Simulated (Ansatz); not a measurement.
The following input was run with Ansatz 0.2.0.

```yaml
crystal:
  lattice:
    - [2.67249852, 0.0, 0.0]
    - [-1.33624926, 2.3144516098, 0.0]
    - [0.0, 0.0, 6.0327399746]
  atoms:
    - { symbol: V, position: [0.6666666667, 0.3333333333, 0.3012591291], spin: 0.42 }
    - { symbol: V, position: [0.3333333333, 0.6666666667, 0.6987408709], spin: 0.42 }
    - { symbol: "N", position: [0.0, 0.0, 0.5] }
    - { symbol: "N", position: [0.0, 0.0, 0.1076514998] }
    - { symbol: "N", position: [0.0, 0.0, 0.8923485002] }
basis:
  ecutwfc: 500
kpoints:
  mp_grid: { grid: [12, 12, 6] }
hamiltonian:
  xc: r2scan
scf:
  occupations: { method: gaussian, width: 0.1 }
output:
  forces: true
  stress: true
  eigenvalues: true
  populations: true
magnetization:
  spin_polarized: true
relax:
  adjacent_minimum: "off"
  f_tol: 0.01
  max_steps: 30
  cell: { stress_tol: 0.1, fix: [volume] }
```

Command:
```bash
ansatz run input.yaml --threads 1 --pin off --max-ram 2560MiB --backend cpu --events-out ev --progress --plain --runs-dir out
```

The calculation used DFT r2SCAN, scalar-relativistic, plane waves, PAW in Ansatz.

From the run's log, abridged:

```
Pseudopotentials: kind: paw
Pseudopotential: V, paw, valence charge 13, recommended cutoff 500 eV (meta_gga)
Pseudopotential: N, paw, valence charge 5, recommended cutoff 500 eV (meta_gga)
Functional definition: r2SCAN
Crystal: 5 atoms, lattice volume = 37.315 Å³
Basis set: ecut = 500 eV, 933 PW (Γ), exchange–correlation on 80×80×180 points (64 copies of the dense FFT grid, shifted against one another)
Bands: 26, of which v1, the nominal top of the filled ones, is band 21 counted from 1 (20 counted from 0)
Symmetry: 12 space group operations
Space group: P-3m1 (ITA 164), of the structure as read, at distance tolerance 3.3e-5 Å
Magnetic group: BNS 164.85 (UNI 1315), of the structure as read, at distance tolerance 3.3e-5 Å
k-points: 100 of 864
Initial density: superposition of atomic densities (chi_scale 0.1, normalization cell, long waves kept (reshape's long-wave potential 0.44 eV rms))
Starting moments: Σ|m| = 0.84 μB on 2 of 5 sites
Initial wavefunctions: pseudopotential atomic-orbital guess
Functional: x = r2scan, c = r2scan; τ floored in thin density (d = 2e-4 eV/Å³)
SCF iter   1: F=—  HF=-6991.922986 eV  |F-HF|=—  |Δ(HF+E_count)|=         —  Δρ=6.89e-2 (↑6.89e-2 ↓6.88e-2) dr2=1.87e1  dr2_τ=2.79e-1  dr2_m=2.67e-2  M=0.528 μB ∫|m|=0.615 μB  β_m=0.81  ethr=3.10e-3  ⟨swp⟩=6.0  Hψ=21869  notcnv=0
Mixer restart at iter 1: flushing history
spin=Collinear: Kerker preconditioning applied to the charge; magnetization (m = ρ↑ − ρ↓) channel mixes plain (no charge-response kernel on spin).
SCF iter   2: F=—  HF=-6992.059122 eV  |F-HF|=—  |Δ(HF+E_count)|=   1.36e-1  Δρ=4.55e-2 (↑4.55e-2 ↓4.54e-2) dr2=1.05e1  dr2_τ=1.52e-2  dr2_m=1.47e-3  M=0.555 μB ∫|m|=0.637 μB  β_m=0.30  ethr=3.10e-3  ⟨swp⟩=2.0  Hψ=10016  notcnv=0  defer=207  κ⁻¹=1.0e0(r=1)
SCF iter   3: F=—  HF=-6992.557838 eV  |F-HF|=—  |Δ(HF+E_count)|=   4.99e-1  Δρ=2.96e-2 (↑2.96e-2 ↓2.60e-2) dr2=2.33e0  dr2_τ=6.61e-3  dr2_m=1.63e-2  M=0.544 μB ∫|m|=0.627 μB  β_m=0.30  ethr=3.10e-3  ⟨swp⟩=2.7  Hψ=9753  notcnv=0  defer=208  κ⁻¹=4.3e-2(r=2)
SCF iter   4: F=—  HF=-6992.560900 eV  |F-HF|=—  |Δ(HF+E_count)|=   3.06e-3  Δρ=2.11e-2 (↑2.11e-2 ↓1.98e-2) dr2=1.06e0  dr2_τ=5.00e-3  dr2_m=8.56e-3  M=0.518 μB ∫|m|=0.602 μB  β_m=1.00  ethr=3.10e-3  ⟨swp⟩=2.0  Hψ=7634  notcnv=0  defer=202  κ⁻¹=2.7e-2(r=3)
SCF iter   5: F=—  HF=-6992.147046 eV  |F-HF|=—  |Δ(HF+E_count)|=   4.14e-1  Δρ=1.16e-2 (↑1.16e-2 ↓1.09e-2) dr2=1.56e-1  dr2_τ=2.00e-3  dr2_m=6.44e-4  M=0.434 μB ∫|m|=0.513 μB  β_m=0.97  ethr=2.57e-3  ⟨swp⟩=2.0  Hψ=8375  notcnv=0  defer=202  κ⁻¹=6.3e-4(r=4)
SCF iter   6: F=—  HF=-6992.358214 eV  |F-HF|=—  |Δ(HF+E_count)|=         —  Δρ=8.14e-3 (↑8.14e-3 ↓6.32e-3) dr2=3.06e-2  dr2_τ=7.43e-4  dr2_m=6.71e-3  M=0.218 μB ∫|m|=0.289 μB  β_m=0.79  ethr=3.80e-4  ⟨swp⟩=2.3  Hψ=9854  notcnv=0  defer=197
Mixer restart at iter 6: flushing history
SCF iter   7: F=—  HF=-6992.392310 eV  |F-HF|=—  |Δ(HF+E_count)|=   3.41e-2  Δρ=6.21e-3 (↑6.21e-3 ↓4.49e-3) dr2=1.99e-2  dr2_τ=3.24e-4  dr2_m=3.03e-3  M=0.163 μB ∫|m|=0.224 μB  β_m=0.31  ethr=7.47e-5  ⟨swp⟩=1.1  Hψ=5319  notcnv=0  defer=197  κ⁻¹=1.0e0(r=1)
SCF iter   8: F=—  HF=-6992.431408 eV  |F-HF|=—  |Δ(HF+E_count)|=   3.91e-2  Δρ=1.84e-3 (↑1.83e-3 ↓1.84e-3) dr2=3.57e-3  dr2_τ=4.19e-5  dr2_m=2.59e-4  M=0.053 μB ∫|m|=0.085 μB  β_m=0.33  ethr=4.86e-5  ⟨swp⟩=2.0  Hψ=7484  notcnv=0  defer=197  κ⁻¹=2.5e-2(r=2)
SCF iter   9: F=—  HF=-6992.433934 eV  |F-HF|=—  |Δ(HF+E_count)|=   2.53e-3  Δρ=1.03e-3 (↑1.03e-3 ↓1.00e-3) dr2=7.94e-4  dr2_τ=1.55e-5  dr2_m=1.31e-4  M=0.043 μB ∫|m|=0.066 μB  β_m=1.00  ethr=8.70e-6  ⟨swp⟩=2.1  Hψ=8434  notcnv=0  defer=197  κ⁻¹=7.1e-3(r=3)
SCF iter  10: F=—  HF=-6992.434467 eV  |F-HF|=—  |Δ(HF+E_count)|=   5.33e-4  Δρ=6.91e-4 (↑5.34e-4 ↓6.91e-4) dr2=4.00e-4  dr2_τ=6.13e-6  dr2_m=4.45e-5  M=0.023 μB ∫|m|=0.037 μB  β_m=0.39  ethr=1.94e-6  ⟨swp⟩=2.1  Hψ=9582  notcnv=0  defer=197  κ⁻¹=3.7e-3(r=4)
SCF iter  11: F=—  HF=-6992.434831 eV  |F-HF|=—  |Δ(HF+E_count)|=   3.64e-4  Δρ=4.18e-4 (↑3.59e-4 ↓4.18e-4) dr2=1.61e-4  dr2_τ=1.18e-6  dr2_m=3.44e-5  M=0.005 μB ∫|m|=0.011 μB  β_m=0.30  ethr=9.76e-7  ⟨swp⟩=2.0  Hψ=8993  notcnv=0  defer=197  κ⁻¹=6.0e-4(r=5)
SCF iter  12: F=—  HF=-6992.434965 eV  |F-HF|=—  |Δ(HF+E_count)|=   1.34e-4  Δρ=1.70e-4 (↑1.70e-4 ↓1.65e-4) dr2=4.11e-5  dr2_τ=2.22e-7  dr2_m=6.92e-6  M=-0.004 μB ∫|m|=0.005 μB  β_m=0.78  ethr=3.92e-7  ⟨swp⟩=2.2  Hψ=8026  notcnv=0  defer=195  κ⁻¹=2.7e-4(r=6)
SCF iter  13: F=—  HF=-6992.434940 eV  |F-HF|=—  |Δ(HF+E_count)|=   2.42e-5  Δρ=1.36e-4 (↑1.19e-4 ↓1.36e-4) dr2=1.12e-5  dr2_τ=2.35e-7  dr2_m=1.42e-6  M=-0.004 μB ∫|m|=0.006 μB  β_m=0.30  ethr=1.00e-7  ⟨swp⟩=2.0  Hψ=8525  notcnv=0  defer=195  κ⁻¹=6.3e-5(r=7)
SCF iter  14: F=—  HF=-6992.434974 eV  |F-HF|=—  |Δ(HF+E_count)|=   3.31e-5  Δρ=6.16e-5 (↑5.70e-5 ↓6.16e-5) dr2=1.26e-6  dr2_τ=3.15e-8  dr2_m=8.28e-7  M=-0.001 μB ∫|m|=0.002 μB  β_m=0.34  ethr=2.73e-8  ⟨swp⟩=2.0  Hψ=9310  notcnv=0  defer=195  κ⁻¹=3.9e-6(r=8)
SCF iter  15: F=—  HF=-6992.434976 eV  |F-HF|=—  |Δ(HF+E_count)|=   2.16e-6  Δρ=3.81e-5 (↑3.53e-5 ↓3.81e-5) dr2=2.29e-7  dr2_τ=1.26e-8  dr2_m=3.84e-7  M=0.000 μB ∫|m|=0.001 μB  β_m=0.52  ethr=3.07e-9  ⟨swp⟩=2.0  Hψ=9311  notcnv=0  defer=195  κ⁻¹=3.6e-6(r=8)
SCF iter  16: F=—  HF=-6992.434977 eV  |F-HF|=—  |Δ(HF+E_count)|=   1.69e-6  Δρ=1.38e-5 (↑1.37e-5 ↓1.38e-5) dr2=4.01e-8  dr2_τ=1.97e-9  dr2_m=4.30e-8  M=0.000 μB ∫|m|=0.000 μB  β_m=0.81  ethr=5.58e-10  ⟨swp⟩=2.7  Hψ=9602  notcnv=0  defer=195  κ⁻¹=8.2e-6(r=8)
SCF iter  17: F=—  HF=-6992.434978 eV  |F-HF|=—  |Δ(HF+E_count)|=   2.40e-7  Δρ=3.74e-6 (↑3.74e-6 ↓3.63e-6) dr2=5.42e-9  dr2_τ=2.52e-10  dr2_m=2.54e-9  M=0.000 μB ∫|m|=0.000 μB  β_m=0.45  ethr=9.77e-11  ⟨swp⟩=2.2  Hψ=9408  notcnv=0  defer=195  κ⁻¹=2.3e-5(r=8)
SCF iter  18: F=—  HF=-6992.434978 eV  |F-HF|=—  |Δ(HF+E_count)|=   1.69e-8  Δρ=1.84e-6 (↑1.67e-6 ↓1.84e-6) dr2=2.41e-9  dr2_τ=4.74e-11  dr2_m=3.97e-10  M=0.000 μB ∫|m|=0.000 μB  β_m=0.30  ethr=1.32e-11  ⟨swp⟩=2.2  Hψ=9408  notcnv=0  defer=195  κ⁻¹=2.0e-6(r=8)
SCF iter  19: F=—  HF=-6992.434978 eV  |F-HF|=—  |Δ(HF+E_count)|=   4.06e-9  Δρ=1.68e-6 (↑1.68e-6 ↓1.10e-6) dr2=7.88e-10  dr2_τ=2.81e-11  dr2_m=4.78e-10  M=0.000 μB ∫|m|=0.000 μB  β_m=0.30  ethr=5.88e-12  ⟨swp⟩=7.4  Hψ=21044  notcnv=0  κ⁻¹=3.1e-6(r=8)
SCF iter  20: F=—  HF=-6992.434978 eV  |F-HF|=—  |Δ(HF+E_count)|=   1.74e-9  Δρ=9.37e-7 (↑8.93e-7 ↓9.37e-7) dr2=1.69e-10  dr2_τ=1.08e-11  dr2_m=2.25e-10  M=0.000 μB ∫|m|=0.000 μB  β_m=0.46  ethr=1.92e-12  ⟨swp⟩=3.0  Hψ=11136  notcnv=0  κ⁻¹=1.3e-6(r=8)
SCF iter  21: F=-6992.434978 eV  HF=-6992.434978 eV  |F-HF|=5.31e-10  |Δ(HF+E_count)|=   2.05e-9  Δρ=4.43e-7 (↑3.85e-7 ↓4.43e-7) dr2=9.57e-11  dr2_τ=2.49e-12  dr2_m=2.46e-11  M=0.000 μB ∫|m|=0.000 μB  ethr=1.00e-12  ⟨swp⟩=2.0  Hψ=10100  notcnv=0
   ...
relax step   3: F+E_penalty+E_count = -6992.43800072 eV  Δ(F+E_penalty+E_count) = -5.032e-5 eV  max|allowed force component| = 3.208e-2 eV/Å  Δτ_max = 0.0004 Å  P = +50.278 GPa  Ω = 37.315 Å³  fix = [volume]  reactions: volume +50.278 GPa (7 SCF iters, dr2 threshold 1.74e-7 eV, accepted)
SCF iter   1: F=—  HF=-6992.438002 eV  |F-HF|=—  |Δ(HF+E_count)|=         —  Δρ=8.84e-5 (↑8.84e-5 ↓8.84e-5) dr2=2.60e-5  dr2_τ=7.25e-6  dr2_m=1.39e-7  M=0.000 μB ∫|m|=0.000 μB  β_m=0.30  ethr=7.95e-8  ⟨swp⟩=1.6  Hψ=26239  notcnv=0
SCF iter   2: F=—  HF=-6992.438009 eV  |F-HF|=—  |Δ(HF+E_count)|=   6.87e-6  Δρ=8.14e-5 (↑8.14e-5 ↓7.39e-5) dr2=1.67e-5  dr2_τ=3.76e-7  dr2_m=7.09e-8  M=0.000 μB ∫|m|=0.000 μB  β_m=0.30  ethr=6.34e-8  ⟨swp⟩=2.1  Hψ=7631  notcnv=0  κ⁻¹=1.0e0(r=1)
SCF iter   3: F=—  HF=-6992.438008 eV  |F-HF|=—  |Δ(HF+E_count)|=   1.17e-6  Δρ=3.46e-5 (↑3.46e-5 ↓3.13e-5) dr2=7.53e-7  dr2_τ=1.71e-8  dr2_m=4.93e-8  M=0.000 μB ∫|m|=0.000 μB  β_m=0.30  ethr=4.07e-8  ⟨swp⟩=2.0  Hψ=6926  notcnv=0  κ⁻¹=1.6e-2(r=2)
SCF iter   4: F=—  HF=-6992.438008 eV  |F-HF|=—  |Δ(HF+E_count)|=   4.98e-9  Δρ=2.18e-5 (↑2.18e-5 ↓1.89e-5) dr2=1.80e-7  dr2_τ=4.19e-9  dr2_m=2.24e-8  M=0.000 μB ∫|m|=0.000 μB  β_m=0.69  ethr=1.84e-9  ⟨swp⟩=2.1  Hψ=6857  notcnv=0  κ⁻¹=1.1e-3(r=3)
SCF iter   5: F=—  HF=-6992.438008 eV  |F-HF|=—  |Δ(HF+E_count)|=   1.20e-7  Δρ=4.45e-6 (↑4.39e-6 ↓4.45e-6) dr2=7.38e-9  dr2_τ=3.30e-10  dr2_m=5.14e-10  M=0.000 μB ∫|m|=0.000 μB  β_m=1.00  ethr=4.38e-10  ⟨swp⟩=2.0  Hψ=7632  notcnv=0  κ⁻¹=4.9e-5(r=4)
SCF iter   6: F=—  HF=-6992.438008 eV  |F-HF|=—  |Δ(HF+E_count)|=   1.16e-8  Δρ=2.42e-6 (↑2.41e-6 ↓2.42e-6) dr2=2.18e-9  dr2_τ=1.06e-10  dr2_m=1.56e-12  M=0.000 μB ∫|m|=0.000 μB  β_m=0.92  ethr=1.80e-11  ⟨swp⟩=2.6  Hψ=9026  notcnv=0  κ⁻¹=1.1e-5(r=5)
SCF iter   7: F=-6992.438008 eV  HF=-6992.438008 eV  |F-HF|=1.04e-9  |Δ(HF+E_count)|=   9.20e-9  Δρ=1.21e-6 (↑1.21e-6 ↓1.19e-6) dr2=1.80e-9  dr2_τ=2.52e-11  dr2_m=2.48e-12  M=0.000 μB ∫|m|=0.000 μB  ethr=5.31e-12  ⟨swp⟩=1.0  Hψ=14731  notcnv=0
the starting moments were not kept: the SCF closed with an absolute magnetisation of 2.8e-6 μB, where they sum to 0.84 μB in size (2 sites). That is at most 0.1 of that sum. Measured as dr2_m measures the in/out step, that magnetisation stands 2.6e-12 eV from none, at or under the dr2_threshold of 6.4e-8 eV: it is no larger than a step whose dr2_m would equal this threshold.
SCF 4 converged in 7 iterations: F = -6992.438008 eV  dr2 = 1.80e-9
relax step   4: F+E_penalty+E_count = -6992.43800811 eV  Δ(F+E_penalty+E_count) = -7.397e-6 eV  max|allowed force component| = 1.391e-2 eV/Å  Δτ_max = 0.0004 Å  P = +50.273 GPa  Ω = 37.315 Å³  energy of the carried Pulay correction = -5.123e-18 eV  fix = [volume]  reactions: volume +50.273 GPa (7 SCF iters, dr2 threshold 6.43e-8 eV, accepted)
SCF iter   1: F=—  HF=-6992.438005 eV  |F-HF|=—  |Δ(HF+E_count)|=         —  Δρ=6.92e-5 (↑6.92e-5 ↓6.92e-5) dr2=1.53e-5  dr2_τ=5.53e-6  dr2_m=1.64e-7  M= 0.000 μB ∫|m|=0.000 μB  β_m=0.30  ethr=5.38e-8  ⟨swp⟩=1.3  Hψ=25973  notcnv=0
SCF iter   2: F=—  HF=-6992.438013 eV  |F-HF|=—  |Δ(HF+E_count)|=   7.58e-6  Δρ=5.24e-5 (↑5.24e-5 ↓4.25e-5) dr2=8.28e-6  dr2_τ=2.32e-7  dr2_m=8.34e-8  M= 0.000 μB ∫|m|=0.000 μB  β_m=0.30  ethr=3.72e-8  ⟨swp⟩=2.3  Hψ=8572  notcnv=0  κ⁻¹=1.0e0(r=1)
SCF iter   3: F=—  HF=-6992.438011 eV  |F-HF|=—  |Δ(HF+E_count)|=   1.40e-6  Δρ=2.36e-5 (↑2.36e-5 ↓2.06e-5) dr2=3.27e-7  dr2_τ=9.16e-9  dr2_m=5.68e-8  M= 0.000 μB ∫|m|=0.000 μB  β_m=0.30  ethr=2.02e-8  ⟨swp⟩=2.0  Hψ=7024  notcnv=0  κ⁻¹=1.7e-2(r=2)
SCF iter   4: F=—  HF=-6992.438011 eV  |F-HF|=—  |Δ(HF+E_count)|=   1.79e-7  Δρ=1.56e-5 (↑1.56e-5 ↓1.30e-5) dr2=4.56e-8  dr2_τ=2.72e-9  dr2_m=3.00e-8  M= 0.000 μB ∫|m|=0.000 μB  β_m=0.30  ethr=7.98e-10  ⟨swp⟩=2.0  Hψ=6701  notcnv=0  κ⁻¹=4.0e-4(r=3)
SCF iter   5: F=—  HF=-6992.438012 eV  |F-HF|=—  |Δ(HF+E_count)|=   2.01e-7  Δρ=4.57e-6 (↑3.66e-6 ↓4.57e-6) dr2=4.72e-9  dr2_τ=3.10e-10  dr2_m=2.62e-9  M= 0.000 μB ∫|m|=0.000 μB  β_m=0.62  ethr=1.11e-10  ⟨swp⟩=2.0  Hψ=8842  notcnv=0  κ⁻¹=4.1e-5(r=4)
SCF iter   6: F=—  HF=-6992.438012 eV  |F-HF|=—  |Δ(HF+E_count)|=   3.42e-8  Δρ=1.50e-6 (↑1.19e-6 ↓1.50e-6) dr2=9.84e-10  dr2_τ=4.59e-11  dr2_m=1.05e-10  M= 0.000 μB ∫|m|=0.000 μB  β_m=0.97  ethr=1.15e-11  ⟨swp⟩=2.4  Hψ=9225  notcnv=0  κ⁻¹=1.2e-5(r=5)
SCF iter   7: F=—  HF=-6992.438012 eV  |F-HF|=—  |Δ(HF+E_count)|=   7.94e-9  Δρ=5.94e-7 (↑5.94e-7 ↓5.78e-7) dr2=2.26e-10  dr2_τ=5.97e-12  dr2_m=1.94e-13  M= 0.000 μB ∫|m|=0.000 μB  β_m=1.00  ethr=2.40e-12  ⟨swp⟩=2.2  Hψ=8679  notcnv=0  κ⁻¹=9.4e-7(r=6)
SCF iter   8: F=-6992.438012 eV  HF=-6992.438012 eV  |F-HF|=7.31e-10  |Δ(HF+E_count)|=   3.48e-9  Δρ=7.19e-7 (↑7.19e-7 ↓7.17e-7) dr2=9.27e-10  dr2_τ=8.58e-12  dr2_m=3.70e-14  M= 0.000 μB ∫|m|=0.000 μB  ethr=1.00e-12  ⟨swp⟩=1.4  Hψ=14499  notcnv=0
the starting moments were not kept: the SCF closed with an absolute magnetisation of 9.2e-7 μB, where they sum to 0.84 μB in size (2 sites). That is at most 0.1 of that sum. Measured as dr2_m measures the in/out step, that magnetisation stands 2.8e-13 eV from none, at or under the dr2_threshold of 1.2e-8 eV: it is no larger than a step whose dr2_m would equal this threshold.
SCF 5 converged in 8 iterations: F = -6992.438012 eV  dr2 = 9.27e-10
relax step   5: F+E_penalty+E_count = -6992.43801166 eV  Δ(F+E_penalty+E_count) = -3.548e-6 eV  max|allowed force component| = 4.167e-3 eV/Å  Δτ_max = 0.0004 Å  P = +50.273 GPa  Ω = 37.315 Å³  energy of the carried Pulay correction = +1.025e-17 eV  fix = [volume]  reactions: volume +50.273 GPa (8 SCF iters, dr2 threshold 1.21e-8 eV, accepted)
Initial wavefunctions: pseudopotential atomic-orbital guess (no wavefunctions were taken with the density)
SCF iter   1: F=—  HF=-6992.438045 eV  |F-HF|=—  |Δ(HF+E_count)|=         —  Δρ=1.49e-5 (↑1.49e-5 ↓1.49e-5) dr2=1.35e-7  dr2_τ=1.68e-8  dr2_m=1.11e-13  M= 0.000 μB ∫|m|=0.000 μB  β_m=0.66  ethr=7.58e-8  ⟨swp⟩=4.0  Hψ=35944  notcnv=0
SCF iter   2: F=—  HF=-6992.438048 eV  |F-HF|=—  |Δ(HF+E_count)|=   2.73e-6  Δρ=1.17e-5 (↑1.17e-5 ↓1.17e-5) dr2=2.27e-7  dr2_τ=1.04e-8  dr2_m=1.36e-14  M= 0.000 μB ∫|m|=0.000 μB  β_m=0.81  ethr=3.30e-10  ⟨swp⟩=3.1  Hψ=11008  notcnv=0  κ⁻¹=1.0e0(r=1)
SCF iter   3: F=—  HF=-6992.438048 eV  |F-HF|=—  |Δ(HF+E_count)|=   4.46e-8  Δρ=7.86e-6 (↑7.86e-6 ↓7.86e-6) dr2=2.21e-8  dr2_τ=4.27e-9  dr2_m=8.01e-15  M= 0.000 μB ∫|m|=0.000 μB  β_m=1.00  ethr=3.30e-10  ⟨swp⟩=2.0  Hψ=6668  notcnv=0  κ⁻¹=2.4e-2(r=2)
SCF iter   4: F=—  HF=-6992.438048 eV  |F-HF|=—  |Δ(HF+E_count)|=   5.93e-8  Δρ=6.06e-6 (↑6.06e-6 ↓6.06e-6) dr2=1.02e-8  dr2_τ=2.32e-9  dr2_m=2.72e-15  M= 0.000 μB ∫|m|=0.000 μB  β_m=1.00  ethr=5.39e-11  ⟨swp⟩=1.7  Hψ=5397  notcnv=0  κ⁻¹=3.7e-3(r=3)
SCF iter   5: F=—  HF=-6992.438048 eV  |F-HF|=—  |Δ(HF+E_count)|=   6.25e-8  Δρ=4.15e-6 (↑4.15e-6 ↓4.15e-6) dr2=3.37e-9  dr2_τ=1.11e-9  dr2_m=2.49e-15  M= 0.000 μB ∫|m|=0.000 μB  β_m=1.00  ethr=2.49e-11  ⟨swp⟩=2.0  Hψ=5948  notcnv=0  κ⁻¹=4.5e-4(r=4)
SCF iter   6: F=—  HF=-6992.438048 eV  |F-HF|=—  |Δ(HF+E_count)|=   6.78e-8  Δρ=6.63e-7 (↑6.63e-7 ↓6.63e-7) dr2=2.62e-10  dr2_τ=2.29e-11  dr2_m=3.40e-16  M= 0.000 μB ∫|m|=0.000 μB  β_m=1.00  ethr=8.23e-12  ⟨swp⟩=2.7  Hψ=9327  notcnv=0  κ⁻¹=3.5e-5(r=5)
SCF iter   7: F=—  HF=-6992.438048 eV  |F-HF|=—  |Δ(HF+E_count)|=   3.28e-9  Δρ=3.73e-7 (↑3.73e-7 ↓3.73e-7) dr2=1.01e-10  dr2_τ=6.03e-12  dr2_m=4.60e-17  M= 0.000 μB ∫|m|=0.000 μB  β_m=1.00  ethr=1.00e-12  ⟨swp⟩=2.0  Hψ=7409  notcnv=0  κ⁻¹=2.2e-5(r=6)
SCF iter   8: F=—  HF=-6992.438048 eV  |F-HF|=—  |Δ(HF+E_count)|=   2.00e-9  Δρ=1.28e-7 (↑1.28e-7 ↓1.27e-7) dr2=1.45e-11  dr2_τ=2.63e-13  dr2_m=5.18e-17  M= 0.000 μB ∫|m|=0.000 μB  β_m=1.00  ethr=1.00e-12  ⟨swp⟩=2.0  Hψ=7452  notcnv=0  κ⁻¹=1.4e-6(r=7)
SCF iter   9: F=-6992.438048 eV  HF=-6992.438048 eV  |F-HF|=2.09e-11  |Δ(HF+E_count)|=  3.13e-10  Δρ=1.25e-7 (↑1.25e-7 ↓1.25e-7) dr2=2.78e-11  dr2_τ=2.54e-13  dr2_m=1.22e-17  M= 0.000 μB ∫|m|=0.000 μB  ethr=1.00e-12  ⟨swp⟩=2.8  Hψ=16805  notcnv=0
the starting moments were not kept: the SCF closed with an absolute magnetisation of 1.1e-8 μB, where they sum to 0.84 μB in size (2 sites). That is at most 0.1 of that sum. Measured as dr2_m measures the in/out step, that magnetisation stands 3.6e-17 eV from none, at or under the dr2_threshold of 2.0e-10 eV: it is no larger than a step whose dr2_m would equal this threshold.
SCF 6 converged in 9 iterations: F = -6992.438048 eV  dr2 = 2.78e-11
SCF converged after 9 iterations
Stability not checked: this state was not tested for a lower state beside it, because the mixer in use, unlike msr1, does not test its closes by its own steps (another_mixer; see scf.mixing.algorithm and scf.lower_state_search)
Magnetization:  0.0000 μB (20.5000 up, 20.5000 down)
Absolute magnetization: 0.0000 μB (∫|ρ↑−ρ↓|, with the PAW one-centre terms)
Spin contamination: 0.0000 ħ² per cell (⟨S²⟩ above its minimum at these occupations)
Per-site moments (μB) at R_I (Å): [(-3.37967565e-9, 0.79872762), (-3.37967563e-9, 0.79872762), (0.0, 0.80601350), (0.0, 0.53789367), (0.0, 0.53789367)]
Free energy (F): -6992.438048 eV
Harris-Foulkes:  -6992.438048 eV  (|F-HF|=2.09e-11)
Internal energy: -6992.430117 eV  (E = F + TS)
E sigma→0 (E₀):  -6992.434082 eV
Entropy (-TS):   -0.007931 eV (-1.586 meV/atom)
Fermi energy:    18.557806 eV
--- Per-component energies (eV) ---
  E_band       = -183.167122
  E_kinetic    = 1094.847442
  E_local      = -2169.584445  (includes V_loc(G=0)·N_el)
  E_nonlocal   = 42.751967
  E_hartree    = 956.660684
  E_xc         = -439.731298
  E_vxc        = -633.078651  (∫ρ·V_xc dr)
  E_paw        = -2631.249090  (= ΣΔE_a)
  E_vpaw       = -470.915492  (= ΣTr[D̂ρ^β])
  E_aug_tail   = 0.000441  (compensation charges beyond the density's cutoff)
  E_vtau       = 39.490438  (kinetic-family band-sum trace: ∫τ·v_τ [+ j·A + Jᵃ·Aᵃ] dr)
  E_ewald      = -3845.505562
  E_core_change = -0.620256  (= ΣΔE_core)
  E_smearing   = -0.007931  (= −TS)
--- Forces (eV/Å), atoms counted from 1 ---
  atom   1  V      0.00000000     0.00000000    -0.00420663
  atom   2  V      0.00000000     0.00000000     0.00420663
  atom   3  N      0.00000000     0.00000000     0.00000000
  atom   4  N      0.00000000     0.00000000    -0.00087276
  atom   5  N      0.00000000     0.00000000     0.00087276
--- Stress (GPa, compression-positive) ---
       50.263699       0.000000       0.000000
        0.000000      50.263699       0.000000
        0.000000       0.000000      50.287454
  P = ⅓ Tr σ = 50.2716 GPa (502.716 kbar)
--- Band table (eV; the first three rows and the last of 200) ---
  k-point 0 ↑: bands = ["-48.6564", "-48.6025", "-21.6186", "-21.1989", "-21.0357", "-21.0357", "-21.0178", "-21.0178", "-3.9428", "0.3533", "4.1810", "10.3747", "12.2273", "13.3385", "13.3385", "14.5225", "14.5225", "16.2327", "16.2327", "17.8668", "19.2499", "19.2499", "19.7361", "21.1578", "21.1578", "23.0048"]
  k-point 1 ↑: bands = ["-48.6562", "-48.6027", "-21.6130", "-21.2050", "-21.0358", "-21.0358", "-21.0177", "-21.0177", "-3.9157", "0.2252", "4.4490", "9.6637", "12.9621", "13.3822", "13.3822", "14.3580", "14.3580", "16.4676", "16.4676", "17.6533", "19.2134", "19.2134", "19.7598", "20.9271", "20.9271", "22.9834"]
  k-point 2 ↑: bands = ["-48.6559", "-48.6030", "-21.6012", "-21.2179", "-21.0359", "-21.0359", "-21.0176", "-21.0176", "-3.8593", "-0.0089", "5.0517", "8.6210", "13.5128", "13.5128", "14.0419", "14.0419", "14.0778", "16.9337", "16.9337", "17.1151", "19.0767", "19.0767", "19.8007", "20.5410", "20.5410", "22.9402"]
  k-point 99 ↓: bands = ["-48.4654", "-48.4654", "-21.7523", "-21.6298", "-21.5913", "-21.5913", "-21.1527", "-21.1527", "-2.3133", "1.8494", "5.8467", "9.8403", "10.0417", "10.0417", "11.9582", "11.9582", "13.2196", "15.8231", "15.8231", "18.6602", "18.6602", "20.5768", "20.5768", "21.0504", "22.8135", "23.0387"]
--- Relaxed structure (5 steps of the walk, 5 accepted, 1 SCFs on fresh bases) ---
  F+E_penalty+E_count = -6992.43804821 eV   max|allowed force component| = 4.207e-3 eV/Å   (the final SCF, on the basis selected at the relaxed cell)
  cell:  # Å, volume = 37.3147 Å³
    - [2.66683645, 0.0, 0.0]
    - [-1.33341822, 2.30954811, 0.0]
    - [0.0, 0.0, 6.05838385]
  atoms:
    - { symbol: V, position: [0.66666666, 0.33333333, 0.30142355] }
    - { symbol: V, position: [0.33333333, 0.66666666, 0.69857644] }
    - { symbol: N, position: [0.0, 0.0, 0.5] }
    - { symbol: N, position: [0.0, 0.0, 0.10761819] }
    - { symbol: N, position: [0.0, 0.0, 0.89238180] }
--- Löwdin populations: 5 sites ---
  site symbol q [e]    m [muB]
     0      V     12.1592     0.0000
     1      V     12.1592     0.0000
     2      N      5.7398     0.0000
     3      N      5.3715     0.0000
     4      N      5.3715     0.0000
  spilling = 0.004849 (of n_electrons = 41.000000)
```

The relaxation met its thresholds.

It took 2.6 min on 1 thread of Intel(R) Xeon(R) Platinum 8375C CPU @ 2.90GHz (Ice Lake), with other jobs on the host, peak memory 0.62 GiB.

Moments started parallel, and an antiferromagnetic order may lie lower.